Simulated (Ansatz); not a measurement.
Si2Mo:
```xyz
3
Lattice="-1.6011 1.6011 3.9099 1.6011 -1.6011 3.9099 1.6011 1.6011 -3.9099" Properties=species:S:1:pos:R:3 pbc="T T T"
Si     0.0000     0.0000     5.1976
Si     0.0000     0.0000     2.6222
Mo     0.0000     0.0000     0.0000
```

Relaxed with r²SCAN. Special points in fractions of this cell's reciprocal vectors: Γ (0.000, 0.000, 0.000); X (0.000, 0.000, 0.500); P (0.250, 0.250, 0.250); N (0.000, 0.500, 0.000); M (0.500, 0.500, -0.500); S (0.292, 0.708, -0.292); S0 (-0.292, 0.292, 0.292); R (-0.084, 0.084, 0.500); G (0.500, 0.500, -0.084).

### Question
List the band energies nearest the Fermi level at these points for plane-wave PAW r²SCAN (Ansatz code).

### Answer
In eV from the Fermi level; about four levels below and three above (degenerate sets whole), none deeper than 8.9 eV; points with the same levels are listed once.

```
k                    below                above
-  -----------------------  -------------------
Γ  -3.45 -3.10 -2.79 -2.79       0.36 3.42 3.49
X  -5.34 -4.69 -3.23 -1.39       2.60 3.02 3.46
P  -6.41 -2.87 -2.25 -2.25  0.53 2.60 4.26 4.26
N  -4.81 -2.77 -2.65 -0.55       2.53 3.29 4.47
M  -0.60 -0.60 -0.55 -0.55       0.50 5.18 5.82
S  -2.88 -2.67 -2.39 -0.44       1.74 3.21 3.83
R  -4.71 -3.93 -3.10 -1.97       2.02 2.27 2.89
```

Space group I4/mmm (MoSi2 or CaC2 type). The r²SCAN relaxation kept the symmetry of its start. The run is not spin-polarised. Scalar-relativistic: spin–orbit coupling is off unless named, which matters more the heavier the elements.

Potentials: the earlier of the program's two PAW sets.
